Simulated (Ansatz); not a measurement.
A trial cell of Pt was relaxed with PBEsol (plane waves to 420 eV, PAW, scalar-relativistic; Ansatz, a first-principles code).

Before: I4/mmm (No. 139), tI2; a = 3.0370 Å, b = 3.0370 Å, c = 3.2655 Å, α = 90.00°, β = 90.00°, γ = 90.00°.

After relaxation:

Simulated powder pattern, Cu Kα, λ = 1.54184 Å (kinematic, ideal powder, no thermal factors, no anomalous dispersion; the 24 strongest lines at most, above 1 %, up to 2θ = 90°):

```json
[
 {"2θ (°)": "39.85", "I/Imax (%)": "100"},
 {"2θ (°)": "46.35", "I/Imax (%)": "49"},
 {"2θ (°)": "67.63", "I/Imax (%)": "33"},
 {"2θ (°)": "81.47", "I/Imax (%)": "40"},
 {"2θ (°)": "85.93", "I/Imax (%)": "12"}
]
```

**Question.** Identify the relaxed structure from its pattern: crystal system, space group and cell.

**Answer.** Cubic, Fm-3m (No. 225), cF4, fcc (Cu type); a = 3.9183 Å, b = 3.9183 Å, c = 3.9183 Å, α = 90.00°, β = 90.00°, γ = 90.00°. Sites: Pt 4a (0.000, 0.000, 0.000).

**Question.** Index the strongest lines.

**Answer.** 39.85° (111), 46.35° (200), 67.63° (220), 81.47° (311), 85.93° (222).

No spin polarisation in the result.

The run could not lose the symmetry of its start; a randomly shaken copy of 2 atoms returns to this structure.
